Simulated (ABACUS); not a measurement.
A self-consistent single point of CdSe (P6_3mc, 4 atoms in the cell; from Materials Project mp-1070, changed as shown) with ABACUS.

Computed with PBE, PseudoDojo 0.5 standard norm-conserving PBE (tails mended) pseudopotentials (plane waves; ABACUS).

The change in words: volume scaled by 0.94. Reference geometry (P6_3mc):
```
CELL_PARAMETERS angstrom
      4.34609     0.00000     0.00000
     -2.17305     3.76382     0.00000
      0.00000     0.00000     7.08984
ATOMIC_POSITIONS crystal
  Cd 0.66667 0.33333 0.49995
  Cd 0.33333 0.66667 0.99995
  Se 0.66667 0.33333 0.87591
  Se 0.33333 0.66667 0.37591
```

Reference input (self-consistent single point, DFT, PBE, plane waves, PseudoDojo 0.5 standard norm-conserving PBE (tails mended) pseudopotentials): KPT = Gamma 5 5 3 0 0 0; basis_type = pw; dft_functional = PBE; ecutwfc = 102 Ry; smearing_method = fd; smearing_sigma = 0.00367493 Ry; potentials = PseudoDojo 0.5 standard norm-conserving PBE (tails mended); symmetry = 1; ks_solver = dav_subspace; scf_nmax = 100; scf_thr = 1.0e-09 Ry; mixing_type = broyden. This run's input differs from it in these lines:

```diff
@@ -27,5 +27,5 @@
 LATTICE_VECTORS
-   4.3460900000    0.0000000000    0.0000000000
-  -2.1730450000    3.7638240000    0.0000000000
-   0.0000000000    0.0000000000    7.0898400000
+   4.2573690000    0.0000000000    0.0000000000
+  -2.1286840000    3.6869890000    0.0000000000
+   0.0000000000    0.0000000000    6.9451080000
 
@@ -37,4 +37,4 @@
 2
-   2.1730471730    1.2546067454    3.5445655080
-  -0.0000021730    2.5092172546    7.0894855080
+   2.1286867954    1.2289951043    3.4722067446
+  -0.0000017954    2.4579938957    6.9447607446
 
@@ -43,4 +43,4 @@
 2
-   2.1730471730    1.2546067454    6.2100617544
-  -0.0000021730    2.5092172546    2.6651417544
+   2.1286867954    1.2289951043    6.0832895483
+  -0.0000017954    2.4579938957    2.6107355483
 # file: KPT
```

Output, abridged:

```
 SELF-CONSISTENT
 -------------------------------------------
                                 init_chg = atomic

 PW ALGORITHM --------------- ION=   1  ELEC=   1--------------------------------

 Notice: Threshold on eigenvalues was too large.

 Density error is 0.166653893316
                          Error Threshold = 0.000232486411893
 E_KohnSham     -1186.4401056938     -16142.3457731577
 E_Fermi        0.6099476809         8.2987639425

 PW ALGORITHM --------------- ION=   1  ELEC=   2--------------------------------

 Density error is 0.0205420584121
                          Error Threshold = 0.000231463740717
   [... lines left out ...]

 Density error is 6.08147828567e-08
                          Error Threshold = 3.02909016773e-10
 E_KohnSham     -1186.4535900416     -16142.5292371213
 E_Fermi        0.6352927601         8.6436014359

 PW ALGORITHM --------------- ION=   1  ELEC=   9--------------------------------

 Density error is 9.6659843501e-10
                          Error Threshold = 8.44649761899e-11
 E_KohnSham     -1186.4535900571     -16142.5292373325
 E_KS(sigma->0) -1186.4535892082     -16142.5292257835
 E_entropy(-TS) -0.0000016977        -0.0000230980
 E_Fermi        0.6353025789         8.6437350274
 charge density convergence is achieved
 final etot is -16142.529237 eV
 EFERMI = 8.6437350274 eV

 STATE ENERGY(eV) AND OCCUPATIONS    NSPIN == 1
   [... 43 lines left out ...]

 TOTAL-FORCE (eV/Angstrom)
                       Cd1         0.0000003027         0.0000000000         0.0169955117
                       Cd2        -0.0000003027         0.0000000000         0.0169955117
                       Se1         0.0000007120        -0.0000004111        -0.0169955117
                       Se2        -0.0000007120         0.0000004111        -0.0169955117

 TOTAL-STRESS (KBAR)
        48.7552558076         0.0009137656         0.0000000000
         0.0009137656        48.7563372735         0.0000000000
         0.0000000000         0.0000000000        48.0301141799
 TOTAL-PRESSURE: 48.513902 KBAR

 --------------------------------------------
 !FINAL_ETOT_IS -16142.5292373324864457 eV
 --------------------------------------------
```

The run converged in 9 iterations. Against the reference run the free energy rises by 32.4 meV/atom, the pressure goes from 1.25 to 4.85 GPa and the largest force goes from 0.009 to 0.017 eV/Å.

The structure comes from a collection of computed structures, made at another level of theory; the collection holds predicted forms beside known ones.

Cost on one core: roughly 6 core-minutes.

“Tails mended”: in these copies of the files the far tail of each local potential was reset to the Coulomb form.
